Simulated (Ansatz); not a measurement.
Relaxed-ion elastic tensor of CuAu (L1₀ or tetragonal B2, P4/mmm) in GPa (Voigt order), DFT-PBEsol in the program Ansatz with PAW potentials; density 15.22 g/cm³, 14.21 Å³ per atom.

```
 201   151   163   0.0   0.0   0.0
 151   201   163   0.0   0.0   0.0
 163   163   180   0.0   0.0   0.0
 0.0   0.0   0.0  76.4   0.0   0.0
 0.0   0.0   0.0   0.0  76.4   0.0
 0.0   0.0   0.0   0.0   0.0  46.1
```

Is the crystal mechanically stable?

Yes: the smallest eigenvalue of C is 19.6 GPa.

Work out the Voigt, Reuss and Hill averages.

K_V = 171, K_R = 171, K_H = 171; G_V = 46.8, G_R = 26.3, G_H = 36.5 GPa.

Give Young's modulus, Poisson's ratio, Pugh's ratio and the universal anisotropy index.

E = 9KG/(3K + G) = 102 GPa; ν = 0.40; K/G = 4.68 (ductile by the Pugh limit of 1.75); A_U = 5G_V/G_R + K_V/K_R − 6 = 3.88.

Estimate the sound speeds and the Debye temperature.

v_l = √((K + 4G/3)/ρ) = 3800 m/s, v_t = √(G/ρ) = 1550 m/s, mean 1750 m/s; Θ = (h/k)(3n/4πV)^(1/3) v_m = 216 K.

Solve the Christoffel equation for the three sound speeds along x, y, z.

Eigenvalues of C_ijkl n_j n_l equal ρv². In km/s, slowest first: x 1.74, 2.24, 3.64; y 1.74, 2.24, 3.64; z 2.24, 2.24, 3.44.

How much does each axis shrink under pressure?

Linear compressibilities β_i = Σ_j S_ij (j = 1 to 3): x 1.7, y 1.7, z 2.6 per TPa.

The PBEsol relaxation kept the symmetry of its start; of distortions, only those at the zone centre were tested. No spin polarisation was allowed. As this level gives no gap, shear constants depend on the k-mesh and smearing (Fermi–Dirac, 0.1 eV here). Spin–orbit coupling is left out wherever it is not named.

Potentials: the earlier of the program's two PAW sets.
